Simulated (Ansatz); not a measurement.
Method: PBEsol, no spin polarisation; PAW, plane waves to 420 eV, 6×6×4 Γ-centred mesh, fermi-dirac occupations (width 0.1 eV) (Ansatz 0.2.0), atoms fixed.

Computed maps in the lattice plane spanned by a (left to right, 4.12 Å, 12 points from zero) and b (bottom to top, 4.12 Å, 12 points from zero), 90° apart, at height 0.000 along c. The fields are smooth PAW ones with compensation charges, not the true ones near nuclei.

Valence density. Digits on a logarithmic scale: 0 up to 0.03 e/Å³, each further digit a factor of 1.6, 9 from 1.3 e/Å³ up:
```
875434543457
554333433345
443234443234
433345554333
543457875434
554458985445
543457875434
433345554333
443234443234
554333433345
875434543457
985445554458
```

ELF. Ten even steps from '0' (0.04) to '9' (1.00):
```
998102420189
984000100048
110001110001
100048984000
420189998102
541199999114
420189998102
100048984000
110001110001
984000100048
998102420189
999114541199
```

Question: The cell is BaHF. Which atoms lie within 0.2 Å of this plane, and where (fractions of a and b)?

Answer: H at (0.00, 0.00), H at (0.50, 0.50). The whole cell:
```
CELL_PARAMETERS angstrom
4.12009 0.00000 0.00000
0.00000 4.12009 0.00000
0.00000 0.00000 6.71349
ATOMIC_POSITIONS crystal
Ba 0.00000 0.50000 0.19000
Ba 0.50000 0.00000 0.81000
H 0.00000 0.00000 0.00000
H 0.50000 0.50000 0.00000
F 0.00000 0.50000 0.68000
F 0.50000 0.00000 0.32000
```

Origin: a known structure type with other elements, at an estimated volume, so it need not be a known compound. Caveats: atoms or cell far from equilibrium.
